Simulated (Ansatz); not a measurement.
Non-collinear states of NiPt (P4/mmm)

The geometry is a structure from the Materials Project, held fixed and not relaxed.

Settings: LDA, 11×11×8 k mesh, Fermi–Dirac smearing of 0.1 eV. PAW means Ansatz 0.2.0 on its default frozen-core files; LAPW is all-electron LAPW in Ansatz 0.2.0. Site moments are integrated in spheres about the atoms, whose radii differ between the methods.

Input of the first run:

```yaml
crystal:
  lattice:
    - [2.7099397941, 0.0, 0.0]
    - [0.0, 2.7099397941, 0.0]
    - [0.0, 0.0, 3.57832]
  atoms:
    - { symbol: Ni, position: [0.5, 0.5, 0.5], spin: 0.4, spin_axis: [0.0, 0.0, 1.0] }
    - { symbol: Pt, position: [0.0, 0.0, 0.0], spin: 0.2, spin_axis: [0.0, 0.0, 1.0] }
magnetization:
  noncollinear: true
kpoints:
  mp_grid: { grid: [11, 11, 8] }
scf:
  occupations: { method: fermi_dirac, width: 0.1 }
  lower_state_search: "off"
hamiltonian:
  xc: lda
  pseudopotentials: { kind: paw }
output:
  eigenvalues: false
  write_density: true
  write_potential: true
  elf: true
  volumetric_format: npy
```

Command: `ansatz run input.yaml --threads 2 --pin off --max-ram 4096MiB --backend cpu --events-out ev --progress --plain --runs-dir out`

The input for «Pt2 tilted by 20° from z and held» by LAPW differs from it in these lines, output keys apart:

```diff
-    - { symbol: Pt, position: [0.0, 0.0, 0.0], spin: 0.2, spin_axis: [0.0, 0.0, 1.0] }
+    - { symbol: Pt, position: [0.0, 0.0, 0.0], spin: 0.2, spin_axis: [0.34202014, 0.0, 0.93969262] }
+  spin_locking: { lock_directions: true }
+  max_iter: 150
-  pseudopotentials: { kind: paw }
+  pseudopotentials: { kind: all_electron, lapw: { basis_error: 0.001 } }
```

The runs use spinors without spin–orbit coupling. In the held states a penalty keeps the direction of every atom that starts with a moment, the untilted ones along z, with sizes free, and the energy is taken at the target. Energies count from the run that starts parallel.

| state | ΔF PAW (meV/atom) | ΔF LAPW (meV/atom) | largest moment, PAW (μB) | size of M, PAW (μB/cell) | directions kept |
| --- | --- | --- | --- | --- | --- |
| parallel moments on spinors | 0.0 | 0.0 | 0.44 | 0.62 | yes |
| Pt2 tilted by 20° from z and held | +0.7 | +0.7 | 0.34 | ? | yes |
| start Ni1↑ Pt2↓ on spinors | 0.0 | 0.0 | 0.45 | 0.62 | no |

Task: What belongs in the row "Pt2 tilted by 20° from z and held", column "size of M, PAW (μB/cell)"?

Result: 0.46.

For the state «Pt2 tilted by 20° from z and held», by PAW: Site moments (μB): Ni1 (0.00, 0.00, 0.34); Pt2 (0.04, 0.00, 0.13). Cell moment 0.46 μB.

Energy differences of a meV or two per atom are within the error of mesh and smearing.

The PAW files were made with PBE; the program remakes their cores once for the run's functional and then keeps them frozen. The Ansatz runs typed with the search for lower states off end where their start leads. Spin–orbit coupling is left out although heavy atoms are present. These are results for the start and cell typed. The real compound can order otherwise, in a larger cell, or not at all, since semilocal functionals at zero temperature often overstate magnetism. Left out because they lost a held moment or its direction: PAW, Pt2 tilted by 50° from z and held; PAW, Pt2 tilted by 90° from z and held; PAW, Pt2 tilted by 130° from z and held; LAPW, Pt2 tilted by 130° from z and held; and 1 more.
